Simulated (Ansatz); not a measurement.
Relaxed-ion elastic tensor of CdS in space group P6_3mc (No. 186; Pearson symbol hP12) in GPa (Voigt order), the program Ansatz at the LDA level (PAW); density 5.03 g/cm³, 23.85 Å³ per atom.

|  | 1 | 2 | 3 | 4 | 5 | 6 |
|---|---|---|---|---|---|---|
| 1 | 94.5 | 59.2 | 49.9 | 0.0 | 0.0 | 0.0 |
| 2 | 59.2 | 94.5 | 49.9 | 0.0 | 0.0 | 0.0 |
| 3 | 49.9 | 49.9 | 105 | 0.0 | 0.0 | 0.0 |
| 4 | 0.0 | 0.0 | 0.0 | 15.9 | 0.0 | 0.0 |
| 5 | 0.0 | 0.0 | 0.0 | 0.0 | 15.9 | 0.0 |
| 6 | 0.0 | 0.0 | 0.0 | 0.0 | 0.0 | 17.7 |

### Question
Is the crystal mechanically stable?

### Answer
Yes: the smallest eigenvalue of C is 15.9 GPa.

### Question
Work out the Voigt, Reuss and Hill averages.

### Answer
K_V = 68.0, K_R = 68.0, K_H = 68.0; G_V = 18.9, G_R = 18.2, G_H = 18.5 GPa.

### Question
Give Young's modulus, Poisson's ratio, Pugh's ratio and the universal anisotropy index.

### Answer
E = 9KG/(3K + G) = 51.0 GPa; ν = 0.37; K/G = 3.67 (ductile by the Pugh limit of 1.75); A_U = 5G_V/G_R + K_V/K_R − 6 = 0.20.

### Question
Estimate the sound speeds and the Debye temperature.

### Answer
v_l = √((K + 4G/3)/ρ) = 4290 m/s, v_t = √(G/ρ) = 1920 m/s, mean 2170 m/s; Θ = (h/k)(3n/4πV)^(1/3) v_m = 224 K.

### Question
Solve the Christoffel equation for the three sound speeds along x, y, z.

### Answer
Eigenvalues of C_ijkl n_j n_l equal ρv² (piezoelectric stiffening left out). In km/s, slowest first: x 1.78, 1.87, 4.33; y 1.78, 1.87, 4.33; z 1.78, 1.78, 4.56.

### Question
How much does each axis shrink under pressure?

### Answer
Linear compressibilities β_i = Σ_j S_ij (j = 1 to 3): x 4.9, y 4.9, z 4.8 per TPa.

The cell is a constructed one: a structure type filled with these elements. Its sites differ from those of the usual phase in this space group: another stacking or structure type. Symmetry was held in the LDA relaxation; its stability against distortions is not shown here.

Potentials: the later of the program's two PAW sets.
